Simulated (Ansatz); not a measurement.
Given:

ReS2:
```yaml
crystal:
  lattice:
    - [5.49251, 0.00000, 0.00000]
    - [0.00000, 5.49251, 0.00000]
    - [0.00000, 0.00000, 3.61516]
  atoms:
    - { symbol: Re, position: [0.00000, 0.00000, 0.00000] }
    - { symbol: Re, position: [0.50000, 0.50000, 0.50000] }
    - { symbol: S, position: [0.30304, 0.30304, 0.00000] }
    - { symbol: S, position: [0.80304, 0.19696, 0.50000] }
    - { symbol: S, position: [0.19696, 0.80304, 0.50000] }
    - { symbol: S, position: [0.69696, 0.69696, 0.00000] }
```

This is the PBE-relaxed structure.

Question: All from DFT-PBE in the program Ansatz with PAW potentials, unless another level is named. Predict the electronic character.

Answer: metallic (no gap).

Question: And the formation energy from the elements (no fitted shifts)?

Answer: -18 kJ/mol-atom.

Question: Next, the density of states at the Fermi level?

Answer: 1.1 states/eV per atom (mean over ±0.08 eV).

Space group P4_2/mnm (rutile). A made-up cell: these elements were put on the sites of a structure type; neither database checked (COD, Materials Project) lists it. Its standing as an ambient phase is unchecked. The cell was relaxed with PBE under the symmetry of its start; its stability against distortions is not shown here. The run is not spin-polarised. The references are the lowest solids computed at this level, not always the standard phases. Scalar-relativistic: spin–orbit coupling is off unless named, which matters more the heavier the elements.

Potentials: the later of the program's two PAW sets.
